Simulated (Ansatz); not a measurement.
AlIr:
```xyz
2
Lattice="0.0000 2.4999 2.4999 2.4999 0.0000 2.4999 2.4999 2.4999 0.0000" Properties=species:S:1:pos:R:3 pbc="T T T"
Ir     0.0000     0.0000     0.0000
Al     2.4999     2.4999     2.4999
```

Relaxed with PBEsol. Special points in fractions of this cell's reciprocal vectors: Γ (0.000, 0.000, 0.000); X (0.500, 0.000, 0.500); U (0.625, 0.250, 0.625); K (0.375, 0.375, 0.750); L (0.500, 0.500, 0.500); W (0.500, 0.250, 0.750).

### Question
List the band energies nearest the Fermi level at these points for plane-wave PAW PBEsol with spin–orbit coupling (Ansatz code).

### Answer
In eV from the Fermi level; about four levels below and three above (degenerate sets whole), none deeper than 8.9 eV; points with the same levels are listed once.

| k | below | above |
|---|---|---|
| Γ | -2.07 -2.07 -2.07 -2.07 | 5.74 5.74 6.40 6.40 6.40 6.40 |
| X | -0.84 -0.84 -0.11 -0.11 | 0.43 0.43 1.66 1.66 |
| U | -1.03 -1.03 -0.68 -0.68 | 0.88 0.88 1.81 1.81 |
| L | -1.13 -1.13 -0.75 -0.75 | 0.35 0.35 6.73 6.73 |
| W | -0.51 -0.51 -0.42 -0.42 | 1.07 1.07 1.32 1.32 |

Space group Fm-3m (rock salt). The start of the workflow was typed in or built on a structure type; neither database checked (COD, Materials Project) lists it. Its standing as an ambient phase is unchecked. Symmetry was held in the PBEsol relaxation. At this level the phase is mechanically unstable. The run is not spin-polarised.

Potentials: the later of the program's two PAW sets.
